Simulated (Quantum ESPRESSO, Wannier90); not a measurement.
Wannier functions of TlBr (rock salt)

```xyz
2
Lattice="0.0000 3.3420 3.3420 3.3420 0.0000 3.3420 3.3420 3.3420 0.0000" Properties=species:S:1:pos:R:3 pbc="T T T"
Tl     0.0000     0.0000     0.0000
Br     3.3420     3.3420     3.3420
```

Materials Project entry mp-568560; symmetrised, unrelaxed at this level. Not found in the COD (Crystallography Open Database) copy used, which has the formula in other groups; not checked further. Level: LDA, no spin polarisation, no spin-orbit coupling; pw.x of Quantum ESPRESSO at 50 Ry with PseudoDojo potentials, 8×8×8 k-points, Wannier90. Density: 8×8×8 mesh, cold smearing 0.01 Ry. Spin-orbit coupling is left out although heavy elements are present.

Band 7 is isolated and gives one Wannier function a cell (Tl1 6s 74 %, Br2 4p 22 %; spread 4.29 Å²). Its on-site energy is ε = -4.755 eV relative to the valence-band maximum, and its hoppings t(R) = t(−R) to the nearer images are (images within this range that aren't listed have |t| under 5 meV):

```csv
R (lattice vectors; −R alike),distance (Å),t (eV)
0 0 1,4.73,-0.013
0 1 -1,4.73,-0.013
0 1 0,4.73,-0.013
1 -1 0,4.73,-0.013
1 0 -1,4.73,-0.013
1 0 0,4.73,-0.013
1 -1 -1,6.68,0.088
1 -1 1,6.68,0.088
1 1 -1,6.68,0.088
2 -2 -2,13.37,0.006
2 -2 2,13.37,0.006
2 2 -2,13.37,0.006
```

Q: Work out the band energy at Γ, X, U, K from these numbers.

A: For one orbital E(k) = ε + Σ_R 2 t(R) cos(2π k·R), the sum over the listed R.
- Γ, k = (0.000, 0.000, 0.000): E = -4.755 + (-0.013)·(12.00) + (0.088)·(6.00) + (0.006)·(6.00) = -4.35 eV; pw.x: -4.32 eV
- X, k = (0.500, 0.000, 0.500): E = -4.755 + (-0.013)·(-4.00) + (0.088)·(6.00) + (0.006)·(6.00) = -4.14 eV; pw.x: -4.00 eV
- U, k = (0.625, 0.250, 0.625): E = -4.755 + (-0.013)·(-3.66) + (0.088)·(2.00) + (0.006)·(-2.00) = -4.54 eV; pw.x: -4.52 eV
- K, k = (0.375, 0.375, 0.750): E = -4.755 + (-0.013)·(-3.66) + (0.088)·(2.00) + (0.006)·(-2.00) = -4.54 eV; pw.x: -4.52 eV

At these points the listed shells miss the plane-wave band by up to 0.14 eV, of a width of 1.21 eV on the path. With all its hoppings the model misses the band by 12 meV at worst on the whole path, so most of the miss comes from the hoppings not listed.
